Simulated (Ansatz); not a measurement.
C:
```yaml
crystal:
  lattice:
    - [3.42700, 0.00000, 0.00000]
    - [0.00000, 3.42700, 0.00000]
    - [0.00000, 0.00000, 6.08744]
  atoms:
    - { symbol: C, position: [0.83178, 0.33178, 0.35976] }
    - { symbol: C, position: [0.16822, 0.66822, 0.35976] }
    - { symbol: C, position: [0.16822, 0.33178, 0.85976] }
    - { symbol: C, position: [0.83178, 0.66822, 0.85976] }
    - { symbol: C, position: [0.66822, 0.83178, 0.64024] }
    - { symbol: C, position: [0.33178, 0.16822, 0.64024] }
    - { symbol: C, position: [0.33178, 0.83178, 0.14024] }
    - { symbol: C, position: [0.66822, 0.16822, 0.14024] }
    - { symbol: C, position: [0.00000, 0.00000, 0.50000] }
    - { symbol: C, position: [0.50000, 0.50000, 0.00000] }
    - { symbol: C, position: [0.50000, 0.50000, 0.50000] }
    - { symbol: C, position: [0.00000, 0.00000, 0.00000] }
```

Relaxed with PBE. Special points in fractions of this cell's reciprocal vectors: Γ (0.000, 0.000, 0.000); X (0.000, 0.500, 0.000); M (0.500, 0.500, 0.000); Z (0.000, 0.000, 0.500); R (0.000, 0.500, 0.500); A (0.500, 0.500, 0.500).

Problem. List the band energies nearest the valence-band maximum at these points for plane-wave PAW PBE (Ansatz code).

Solution. In eV from the valence-band maximum; about four levels below and three above (degenerate sets whole), none deeper than 8.9 eV; points with the same levels are listed once.

```json
[
 {"k": "Γ", "below": "-2.53 -2.10 -2.10 0.00", "above": "4.97 5.30 5.30"},
 {"k": "X", "below": "-2.80 -2.80 -1.16 -1.16", "above": "6.44 6.44 7.50 7.50"},
 {"k": "M", "below": "-1.35 -1.35 -0.13 -0.13", "above": "8.09 8.09 8.78 8.78"},
 {"k": "Z", "below": "-2.48 -2.48 -2.02 -2.02", "above": "4.36 4.36 5.29 5.29"},
 {"k": "R", "below": "-1.92 -1.92 -1.92 -1.92", "above": "6.61 6.61 6.61 6.61"},
 {"k": "A", "below": "-0.82 -0.82 -0.20 -0.20", "above": "8.11 8.11 9.02 9.02"}
]
```

Space group P4_2/ncm. The start of the workflow was typed in or built on a structure type; neither database checked (COD, Materials Project) lists it. It is not the phase usual at ambient conditions (space group No. 194, 227). Symmetry was held in the PBE relaxation; whether a distortion lowers the energy is not shown.

Potentials: the earlier of the program's two PAW sets.
